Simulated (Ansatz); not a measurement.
# Convergence test, HfH₃

These are results of DFT PBEsol, scalar-relativistic, plane waves, PAW (Ansatz 0.2.0), not measurements.

```
CELL_PARAMETERS angstrom
-1.51737 1.51271 3.06452
1.50010 -1.52301 3.06101
1.54683 1.55246 -3.06970
ATOMIC_POSITIONS crystal
Hf 0.99757 0.99572 0.99089
H 0.73274 0.25752 0.48570
H 0.22152 0.72144 0.48195
H 0.50363 0.51251 0.97904
```

| Property | Result |
| --- | --- |
| Γ-centred k-mesh | 10×10×12 |
| occupation rule | Gaussian smearing, 0.1 eV |
| spin treatment | unpolarised |
| valence charge of the PAW sets | Hf 26, H 1 |

The atoms stay fixed while the plane-wave cutoff is varied. ΔE is the energy extrapolated to zero smearing, less that of the reference run (600 eV). The cell was strained and its atoms displaced at random, so that forces don't vanish. Spin–orbit coupling is left out. Pressure is positive in compression and holds a correction for the finite cutoff (Pulay stress).

Q: One run gave ΔE = 284 meV/atom and P = -4.87 GPa. Which plane-wave cutoff did it use, of 200, 250, 300, 350, 420?

A: 250 eV. All runs:

| cutoff (eV) | ΔE (meV/atom) | P (GPa) | largest change of a force component (eV/Å) | plane waves at Γ |
| --- | --- | --- | --- | --- |
| 200 | 1537 | -4.24 | 0.051 | 187 |
| 250 | 284 | -4.87 | 0.007 | 257 |
| 300 | 40.7 | -4.43 | 0.012 | 327 |
| 350 | 8.40 | -4.32 | 0.006 | 439 |
| 420 | 1.53 | -4.51 | 0.001 | 571 |
| 600 | 0.00 | -4.56 | 0.000 | 967 |